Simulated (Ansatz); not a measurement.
According to r²SCAN in the plane-wave PAW code Ansatz, TaAl in the L1₀ or tetragonal B2 structure (P4/mmm) relaxes to a = 2.822 Å, c = 4.159 Å. Al has 12 nearest neighbours from 2.82 Å (cuboctahedral). Against the elements it lies at -0.28 eV/atom, with no fitted shifts.

Electronic character: metallic (no gap). Gap from r²SCAN with spin–orbit coupling: none (metallic).

The bulk modulus is 166 GPa. Bader charges are Ta -0.32, Al +0.32 e.

The start of the workflow was typed in or built on a structure type; neither database checked (COD, Materials Project) lists it. Whether it is the stable phase at ambient conditions was not checked. The cell was relaxed with r²SCAN under the symmetry of its start; whether a distortion lowers the energy is not shown. The run is not spin-polarised. Axis ratios of metals converge slowly with the k-mesh, so a and c are less sure than the volume. The references are the lowest solids computed at this level, not always the standard phases. Scalar-relativistic: spin–orbit coupling is off unless named, which matters more the heavier the elements.

Potentials: the later of the program's two PAW sets.
